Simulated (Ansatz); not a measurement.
**Question.** Each is relaxed and computed with the program Ansatz at the LDA level (PAW). Which is the only one with a gap?
A. Mg2Si, P4/nmm (Mg on 2a, Mg on 2c, Si on 2c)
B. LaOF, P4/nmm (La on 2c, O on 2b, F on 2a)
C. LaB6, Pm-3m (La on 1a, B on 6f)
D. LaSb, rock salt

**Answer.** B, LaOF, P4/nmm (La on 2c, O on 2b, F on 2a). LaOF: gap 4.55 eV (indirect); LaB6: metal; Mg2Si: metal; LaSb: metal. Not the usual ambient phase: Mg2Si, P4/nmm (Mg on 2a, Mg on 2c, Si on 2c). Standing as an ambient phase not checked: LaOF, P4/nmm (La on 2c, O on 2b, F on 2a); LaSb, rock salt. All cells were relaxed under the symmetry of their starts (and spin orders); stability against distortions was not tested throughout. Scalar-relativistic: spin–orbit coupling is off unless named, which matters more the heavier the elements.

Potentials: the later of the program's two PAW sets.
